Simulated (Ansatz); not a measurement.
Polymorphs of GaP, each relaxed with r²SCAN in the plane-wave PAW code Ansatz:

A: rock salt (Fm-3m), a = b = c = 5.118 Å, α = β = γ = 90.00°

B: wurtzite (P6_3mc), a = 3.8421 Å, b = 3.8421 Å, c = 6.3370 Å, α = 90.00°, β = 90.00°, γ = 120.00°

C: R-3m, a = 3.842 Å, b = 3.842 Å, c = 19.116 Å, α = 90.00°, β = 90.00°, γ = 120.00°

D: P4_2/mmc, a = b = 3.599 Å, c = 6.434 Å, α = β = γ = 90.00°

E: zinc blende (F-43m), a = 5.451 Å, b = 5.451 Å, c = 5.451 Å, α = 90.00°, β = 90.00°, γ = 90.00°

Question: Rank these by energy per atom at 0 K (lowest first), as r²SCAN gives it.

Answer: E (+0 meV/atom), B (+10 meV/atom), C (+152 meV/atom), A (+496 meV/atom), D (+738 meV/atom)

Question: Give each one's gap.

Answer: A no gap; B 1.74 eV; C 1.02 eV; D no gap; E 1.84 eV.

Constructed cells (a structure type filled with these elements, in neither database checked): A; D. Not the usual ambient phase: A; B; C; D. All cells were relaxed under the symmetry of their starts (and spin orders); stability against distortions was not tested throughout. Scalar-relativistic: spin–orbit coupling is off unless named, which matters more the heavier the elements.

Energies hold the estimated change up to a 700 eV cutoff; steps of a few meV lie near the error of the meshes.

Potentials: the later of the program's two PAW sets.
